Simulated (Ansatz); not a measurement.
KF (rock salt, space group No. 225), plane-wave PAW PBE (Ansatz code): ε∞ = 1.96, cell volume 39.82 Å³. Infrared-active transverse modes:

| ω_TO (cm⁻¹) | oscillator strength S_xx (e²/amu) |
|---|---|
| 164.6 | 0.1004 |

Question: Compute the static dielectric constant.

Answer: Each mode adds (4.921e7/V) S/ω²: 4.58. So ε0 = 6.54.

Question: What LO frequency does the Lyddane–Sachs–Teller relation give?

Answer: ω_LO = ω_TO √(ε0/ε∞) = 301 cm⁻¹.

Space group Fm-3m (rock salt). The PBE relaxation kept the symmetry of its start; phonons on a q-mesh show no instability.

Potentials: the later of the program's two PAW sets.
